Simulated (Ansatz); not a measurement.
CH in its lowest state found on the top face of a (001) slab of Al (P6_3/mmc (No. 194)), 8 planes, outer planes Al (top) and Al (bottom); 1 a cell of 6.97 Å², its atoms last:

```xyz
10
Lattice="2.8363 0.0000 0.0000 -1.4181 2.4563 0.0000 0.0000 0.0000 36.4138" Properties=species:S:1:pos:R:3 pbc="T T T"
Al    0.0000    1.6375    8.5000
Al    0.0000    0.0000   10.8305
Al    1.4181    0.8188   13.1611
Al    0.0000    0.0000   15.4916
Al    0.0000    1.6375   17.8188
Al    0.0000    0.0000   20.1371
Al    1.4181    0.8188   22.4510
Al    0.0000    0.0000   24.7776
C     0.0000    1.6375   25.8695
H     0.0000    1.6375   26.9653
```

These are results of DFT PBEsol, scalar-relativistic, plane waves, PAW (Ansatz 0.2.0), not measurements. Plane waves to 420 eV, a k mesh through Γ of 12×12×1 on the computed 10-atom cell and Gaussian smearing (0.10 eV); no spin polarisation. The cell repeats along c with a dipole correction in the vacuum.

The clean top face has a work function of 4.19 eV. Adsorption changes the slab's dipole along +c by Δp = +0.0212 e·Å a cell (+0.10 D an adsorbate).

Q: What change of work function does the Helmholtz equation give?

A: A sheet of dipoles makes a step in an electron's potential energy of −e·Δp/(ε0·A), and e/ε0 = 180.95 eV·Å for Δp in e·Å: −180.95 × (0.0212)/6.97 = -0.55 eV. This is the change of φ(top) − φ(bottom). If the bottom face is unmoved, φ(top) becomes 3.64 eV.

Q: How does that compare with the calculation?

A: φ(top) changes by -0.62 eV and φ(bottom) by -0.07 eV, so their difference changes by -0.55 eV. The slab is thin enough for the adsorbate to shift the Fermi level against the bottom face too.

Q: What does the sign say about the electrons?

A: The change of dipole points out of the surface, so the work function falls. The molecule's own dipole can set this sign. Δp also holds the adsorbate's own dipole and the moves of the surface atoms, so it isn't a charge transfer alone.

The reference crystal is a form of Al, which isn't its usual structure.